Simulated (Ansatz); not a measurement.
System: ZnS (zinc blende type), 2 atoms in the cell.

Computed with PBE, all-electron LAPW, point nucleus in Ansatz.

k-mesh 8×8×8 Γ-centred; Fermi–Dirac smearing of 0.1 eV; no spin polarisation.

```
Zn S
1.0
     0.00000    2.72500    2.72500
     2.72500    0.00000    2.72500
     2.72500    2.72500    0.00000
Zn S
1 1
Direct
  0.00000 0.00000 0.00000
  0.25000 0.25000 0.25000
```

Q: What pressure does the calculation give?

A: The pressure is -0.23 GPa, so at these settings the cell is stretched and would shrink.
